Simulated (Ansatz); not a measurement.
An inverse problem

Cell vectors (Å):

```
0.0000 2.1645 2.1645
2.1645 0.0000 2.1645
2.1645 2.1645 0.0000
```

```csv
atom,a,b,c
Si,0.0000,0.0000,0.0000
X,0.7500,0.7500,0.7500
```

These are results of LDA, PAW on Ansatz 0.2.0's default frozen-core files (fitted under PBE), scalar-relativistic, not measurements. k mesh 8×8×8, strains of ±0.005, fixed occupations.

Elastic constants of a crystal by Kohn-Sham DFT: slopes of the stress over finite engineering strains of the given cell, Voigt indices, Cartesian axes as in the cell vectors.

| index | elastic (GPa) |
| --- | --- |
| 11 | 403.6 |
| 12 | 143 |
| 44 | 252.1 |

Q: All X atoms are one element. Which one was computed?

A: C; the crystal is SiC (F-43m).

Known limits: frozen-core PAW files fitted under PBE, their cores solved anew for the functional of the run; constants at zero field, no piezoelectric stiffening.
